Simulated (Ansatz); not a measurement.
Relaxed candidate structures of SrTiO$_{3}$:

A. Pm-3m (No. 221), cP5, cubic perovskite type; a = b = c = 3.907 Å, α = β = γ = 90.00°; Sr 1a (0.000, 0.000, 0.000); Ti 1b (0.500, 0.500, 0.500); O 3c (0.000, 0.500, 0.500); non-magnetic

B. R-3c, hexagonal axes (No. 167), hR10; a = b = 5.9164 Å, c = 16.5503 Å, α = β = 90.00°, γ = 120.00°; Ti 6a (0.000, 0.000, 0.250); Sr 6b (0.000, 0.000, 0.000); O 18e (0.298, 0.298, 0.750); non-magnetic

C. P2₁ (No. 4), mP10; a = 5.5252 Å, b = 5.3041 Å, c = 6.3028 Å, α = 90.00°, β = 109.26°, γ = 90.00°; Sr 2a (0.448, 0.456, 0.759); Ti 2a (0.076, 0.503, 0.101); O 2a (0.820, 0.236, 0.083); O 2a (0.218, 0.232, 0.974); O 2a (0.298, 0.575, 0.365); non-magnetic

Q: Put the candidates in order of energy per atom, lowest first, for r2SCAN (plane waves to 500 eV, PAW, scalar-relativistic; Ansatz, an electronic-structure program).

A: A (reference), C (+0.115 eV/atom), B (+0.495 eV/atom)

Q: Give each candidate's band gap.

A: No candidate is metallic. A: 2.26 eV (no spin-orbit coupling); B: 3.15 eV (no spin-orbit coupling); C: 4.31 eV (no spin-orbit coupling).

The lowest structure calculated, R-3c, hR10, non-magnetic, is not among these; it lies under 0.01 eV/atom below the lowest of them. 3 runs with a doubtful electronic state, a coarser numerical grid, an end not at rest or a source that can't be used are left out. Each run could gain symmetry but not lose that of its start, so entries can be saddle points. From databases, or of a type measured for this composition: Pm-3m, cP5, cubic perovskite type, non-magnetic; the others are generated cells (placed on structure types, drawn at random, substituted or restacked) that were not matched to a known phase here. Each structure is listed in the lowest spin state found for it. Energies are at zero temperature and pressure, without zero-point motion. No spin polarisation in the result. Gaps of cells over 8 atoms come from the SCF mesh and high-symmetry points alone.
